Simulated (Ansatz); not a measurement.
NbGePt in space group Pnma (No. 62; Nb on 4c, Ge on 4c, Pt on 4c), PBE (plane waves, PAW; program Ansatz), all energies at zero smearing, with the estimated change up to a 700 eV cutoff added, with one set of potentials and settings (totals compare only within such a set). Cell of 12 atoms (4 Nb, 4 Ge, 4 Pt): -85487.581 eV.

```
element             reference phase  E (eV/atom)
-------  --------------------------  -----------
Nb       Im-3m, 1 atoms in the cell   -4552.2836
Ge       Fd-3m, 2 atoms in the cell   -4294.9847
Pt       Fm-3m, 1 atoms in the cell  -12523.0127
```

Formation energy per atom, worked out: (-85487.581 − 4×(-4552.2836) − 4×(-4294.9847) − 4×(-12523.0127))/12 = -0.538 eV/atom (-52 kJ per mol of atoms), at 0 K, without zero-point energy or fitted corrections.

The workflow started from a Materials Project entry (that database holds measured and hypothetical structures alike); the Crystallography Open Database copy checked does not list it. Whether it is the stable phase at ambient conditions was not checked. The cell was relaxed with PBE under the symmetry of its start; whether a distortion lowers the energy is not shown. The run is not spin-polarised. The references are the lowest solids computed at this level, not always the standard phases. Spin–orbit coupling is left out wherever it is not named.

Potentials: the later of the program's two PAW sets.
